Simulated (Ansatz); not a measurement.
CdO (rock salt)

```xyz
2
Lattice="0.0000 2.3454 2.3454 2.3454 0.0000 2.3454 2.3454 2.3454 0.0000" Properties=species:S:1:pos:R:3 pbc="T T T"
O      0.0000     0.0000     0.0000
Cd     2.3454     2.3454     2.3454
```

The slice is a {110} plane (indices of the conventional cell) through the point (0.500, 0.500, 0.500) (fractional), spanned by u = [100] and v = [1 -1 -1] in vectors of this cell: u (3.32 Å) and v (4.69 Å, at 90° to u). It covers one period; positions are fractions (u, v).

All values below come from PBEsol (plane waves to 420 eV, PAW, scalar-relativistic; Ansatz, a quantum-chemistry and plane-wave program). k mesh 12×12×12. Inside the PAW spheres the values are not all-electron values, and peaks at nuclei hang on which shells count as valence. CdO was relaxed with its symmetry unable to fall. The PAW data are Ansatz's earlier set.

What is the ELF at the density minimum of the shortest O–Cd line in this plane (2.35 Å)?

0.1.

What is the valence density on the shortest O–Cd line in this plane (2.35 Å), at its minimum between the atoms?

0.36 e/Å³.

Sketch the electron localisation function (ELF) on this plane as a map.


| v \ u | 0.00 | 0.12 | 0.24 | 0.35 | 0.47 | 0.59 | 0.71 | 0.82 | 0.94 |
|---|---|---|---|---|---|---|---|---|---|
| 0.92 | x | 0.48 | 0.30 | 0.11 | 0.06 | 0.08 | 0.20 | 0.37 | x |
| 0.83 | 0.33 | 0.29 | 0.17 | 0.08 | 0.05 | 0.06 | 0.11 | 0.23 | 0.32 |
| 0.75 | 0.11 | 0.11 | 0.10 | 0.06 | 0.04 | 0.04 | 0.08 | 0.10 | 0.11 |
| 0.67 | 0.72 | 0.64 | 0.36 | 0.11 | 0.05 | 0.07 | 0.21 | 0.52 | 0.70 |
| 0.58 | x | 0.81 | 0.68 | 0.20 | 0.06 | 0.09 | 0.44 | 0.80 | x |
| 0.50 | x | x | 0.76 | 0.25 | 0.07 | 0.11 | 0.53 | 0.81 | x |
| 0.42 | x | 0.81 | 0.68 | 0.20 | 0.06 | 0.09 | 0.44 | 0.80 | x |
| 0.33 | 0.72 | 0.64 | 0.36 | 0.11 | 0.05 | 0.07 | 0.21 | 0.52 | 0.70 |
| 0.25 | 0.11 | 0.11 | 0.10 | 0.06 | 0.04 | 0.04 | 0.08 | 0.10 | 0.11 |
| 0.17 | 0.33 | 0.29 | 0.17 | 0.08 | 0.05 | 0.06 | 0.11 | 0.23 | 0.32 |
| 0.08 | x | 0.48 | 0.30 | 0.11 | 0.06 | 0.08 | 0.20 | 0.37 | x |
| 0.00 | x | x | 0.34 | 0.13 | 0.07 | 0.08 | 0.24 | 0.45 | x |

Values: electron localisation function (ELF). Points within 0.5 Å of a nucleus are blanked (x), as the pseudised field means little there.
